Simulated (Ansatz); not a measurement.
Fields on a plane of HfO2 (fluorite)

```xyz
3
Lattice="0.0000 2.5223 2.5223 2.5223 0.0000 2.5223 2.5223 2.5223 0.0000" Properties=species:S:1:pos:R:3 pbc="T T T"
Hf     0.0000     0.0000     0.0000
O      1.2611     1.2611     1.2611
O      3.7834     3.7834     3.7834
```

The slice is a {110} plane (indices of the conventional cell) through the point (0.000, 0.000, 0.000) (fractional), spanned by u = [100] and v = [1 -1 -1] in vectors of this cell: u (3.57 Å) and v (5.04 Å, at 90° to u). It covers one period; positions are fractions (u, v).

Atoms on it: Hf at (0.00, 0.00); O at (0.50, 0.75); O at (0.50, 0.25).

These are PBEsol (plane waves to 420 eV, PAW, scalar-relativistic; Ansatz, an electronic-structure program) values and carry that method's errors. k mesh 11×11×11. Inside the PAW spheres the values are not all-electron values, and peaks at nuclei hang on which shells count as valence. HfO2 is run without spin polarisation. HfO2 was relaxed with its symmetry unable to fall. Spin-orbit coupling is left out, though Hf is heavy. The PAW data are Ansatz's earlier set. This is a high-temperature form of HfO2.

```
|                       |
|         ......        |
|       ..::::::..      |
|      .:-=++++=-:.     |
|     ..-=#%@@%#=-..    |
|     .:=*@@%%@@*=:.    |
|     .:=%@%==%@%=:.    |
|     .:=%@*..*@%=:.    |
|     .:=#@#==#@#=:.    |
|      .-*%@%%@%*-.     |
|      .:=*%@@%*=:.     |
|       .:-++++-:.      |
|        ..::::..       |
|          ....         |
|                       |
|                       |
|                       |
|          ....         |
|        ..::::..       |
|       .:-++++-:.      |
|      .:=*%@@%*=:.     |
|      .-*%@%%@%*-.     |
|     .:=#@#==#@#=:.    |
|     .:=%@*..*@%=:.    |
|     .:=%@%==%@%=:.    |
|     .:=*@@%%@@*=:.    |
|     ..-=#%@@%#=-..    |
|      .:-=++++=-:.     |
|       ..::::::..      |
|         ......        |
|                       |
|                       |
```
Scale: ten equal steps from 0.000 (start of ' ') to 0.332 (end of '@'), in the order ' .:-=+*#%@'. Values: density of the highest valence band (whole band, smooth part) in e/Å³. The map has 23 points along u (one character each, u = 0 at the left) and 32 along v (v = 0 in the bottom row). 

```
|1111001122221111000000000000000011112222110011|
|2222110011111100000000000000000000111111001122|
|6655331100000000000000000000000000000000113355|
|9988552211000000000000000000000000000011225588|
|9988553311000000001111111111110000000011335588|
|7766442211000000111111111111111100000011224466|
|4444332211000000111111000011111100000011223344|
|3322221111000000001100000000110000000011112222|
|2211111100000000000000000000000000000000111111|
|1111110000000000000000111100000000000000001111|
|1100000000000000000000000000000000000000000000|
|0000000000000000000000000000000000000000000000|
|0000000000000000000000000000000000000000000000|
|0000000000000000000000000000000000000000000000|
|0000000000000000000000000000000000000000000000|
|0000000000000000000000000000000000000000000000|
|0000000000000000000000000000000000000000000000|
|0000000000000000000000000000000000000000000000|
|0000000000000000000000000000000000000000000000|
|0000000000000000000000000000000000000000000000|
|1100000000000000000000000000000000000000000000|
|1111110000000000000000111100000000000000001111|
|2211111100000000000000000000000000000000111111|
|3322221111000000001100000000110000000011112222|
|4444332211000000111111000011111100000011223344|
|7766442211000000111111111111111100000011224466|
|9988553311000000001111111111110000000011335588|
|9988552211000000000000000000000000000011225588|
|6655331100000000000000000000000000000000113355|
|2222110011111100000000000000000000111111001122|
|1111001122221111000000000000000011112222110011|
|1111112222222211000000000000000011222222221111|
```
Scale: ten equal steps from 0.002 (start of '0') to 0.462 (end of '9'), in the order '0123456789'. Values: density of the lowest conduction band (whole band as if filled, smooth part) in e/Å³. The map has 23 points along u (two characters each, u = 0 at the left) and 32 along v (v = 0 in the bottom row). 

| Quantity | Value |
|---|---|
| Density on the Hf–O line (2.18 Å) at its density minimum, 1.1 Å from Hf | 0.55 e/Å³ |
| ELF at that point | 0.2 |
| Element round which the density of the highest valence band (whole band, smooth part) is largest on this plane | O |
| Element round which the density of the lowest conduction band (whole band as if filled, smooth part) is largest on this plane | Hf |
